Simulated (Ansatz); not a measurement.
Problem. Name crystals whose computed values (LDA in the plane-wave PAW code Ansatz) fall in these windows: Θ_D (K) 360 to 510; highest Γ mode, no LO–TO term (cm⁻¹) 380 to 550; electron conductivity mass (mₑ) 0.40 to 0.51.

Solution. 

```csv
crystal,Θ_D (K),"highest Γ mode, no LO–TO term (cm⁻¹)",electron conductivity mass (mₑ)
"KZnF3, cubic perovskite",442,457,0.44
"CaO, P6_3/mmc (Ca on 2d, O on 2c)",470,399,0.43
```
Others may fit too.

Not the usual ambient phase: CaO, P6_3/mmc (Ca on 2d, O on 2c). All cells were relaxed under the symmetry of their starts (and spin orders); stability against distortions was not tested throughout.

Potentials: the later of the program's two PAW sets.
